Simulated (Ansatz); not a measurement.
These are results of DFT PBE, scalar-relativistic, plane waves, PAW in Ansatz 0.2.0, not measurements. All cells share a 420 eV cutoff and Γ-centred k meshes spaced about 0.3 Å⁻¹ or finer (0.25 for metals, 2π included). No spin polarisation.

This relaxed Nb3Si2O cell comes from a structure search over trial cells.

```
CELL_PARAMETERS angstrom
6.45169 0.00000 0.00000
0.00000 6.45169 0.00000
0.00000 0.00000 4.14750
ATOMIC_POSITIONS crystal
Nb 0.50000 0.50000 0.00000
Nb 0.81834 0.31834 0.50000
Nb 0.00000 0.00000 0.00000
Nb 0.18166 0.68166 0.50000
Nb 0.31834 0.18166 0.50000
Nb 0.68166 0.81834 0.50000
Si 0.12782 0.37218 0.00000
Si 0.87218 0.62782 0.00000
Si 0.37218 0.87218 0.00000
Si 0.62782 0.12782 0.00000
O 0.50000 0.50000 0.50000
O 0.00000 0.00000 0.50000
```

Wave vectors count in units of this cell's reciprocal vectors.

Question: Does it survive phonon and random-displacement tests?

Answer: No. The phonons on a 1×1×2 q mesh of the computed 12-atom cell go imaginary, to 223i cm⁻¹ at q = (0.00, 0.00, -0.50). (Phonon run: 6×6×8 k mesh, Gaussian smearing of 0.10 eV.) With atoms moved at random and symmetry off, it falls by 178 meV/atom into Pmc2_1 (No. 26). Conventional cell: a = 3.431 Å, b = 6.873 Å, c = 7.532 Å. Nb on its first site is surrounded by 2 O at 2.05 Å and 3 Si at 2.65–2.66 Å; Nb on its second site has 1 O at 2.09 Å and 6 Si at 2.67–2.73 Å; around Si on its first site lie 1 Si at 2.57 Å, 7 Nb at 2.64–2.73 Å and 2 O at 2.91 Å; O is surrounded by 4 Nb at 2.05–2.09 Å and 2 Si at 2.91 Å; 2 more sites not described.

```
CELL_PARAMETERS angstrom
3.43097 0.00000 0.00000
0.00000 6.87278 0.00000
0.00000 0.00000 7.53161
ATOMIC_POSITIONS crystal
Nb 0.50000 0.22470 0.44950
Nb 0.00000 0.42295 0.15225
Nb 0.50000 0.77530 0.94950
Nb 0.00000 0.11436 0.81793
Nb 0.00000 0.57705 0.65225
Nb 0.00000 0.88564 0.31794
Si 0.50000 0.39733 0.88213
Si 0.50000 0.11914 0.11052
Si 0.50000 0.88086 0.61052
Si 0.50000 0.60267 0.38213
O 0.00000 0.28142 0.58888
O 0.00000 0.71858 0.08888
```

The cell is a metal run without spin; a magnetic state may lie lower. Phonons of metals hang on the k mesh and the smearing.
